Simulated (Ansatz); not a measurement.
## SnGe$_{3}$Te$_{4}$ (R3m) at 3 levels of theory

One geometry, relaxed with PBE; plane waves with PAW potentials in Ansatz, scalar-relativistic. No spin polarisation. Gaps are the least over mesh and band path; pressure is positive in compression.

```yaml
crystal:
  lattice:
    - [4.30472, 2.48533, 3.73375]
    - [-4.30472, 2.48533, 3.73375]
    - [0.00000, -4.97067, 3.73375]
  atoms:
    - { symbol: Sn, position: [0.50867, 0.50867, 0.50867] }
    - { symbol: Ge, position: [0.98927, 0.49024, 0.98927] }
    - { symbol: Ge, position: [0.49024, 0.98927, 0.98927] }
    - { symbol: Ge, position: [0.98927, 0.98927, 0.49024] }
    - { symbol: Te, position: [0.52933, 0.02072, 0.52933] }
    - { symbol: Te, position: [0.02072, 0.52933, 0.52933] }
    - { symbol: Te, position: [0.02719, 0.02719, 0.02719] }
    - { symbol: Te, position: [0.52933, 0.52933, 0.02071] }
```

```
 level  cutoff (eV)  k mesh  gap (eV)  pressure (GPa)
   PBE          420   6×6×6      0.14             0.0
r2SCAN          500   6×6×6      0.19            -0.9
PBEsol          420   6×6×6      0.12            -2.5
```

Spin-orbit coupling matters for the bands of heavy elements and is left out.

The structure comes from a generated guess; another structure or a mixture of phases may lie lower.
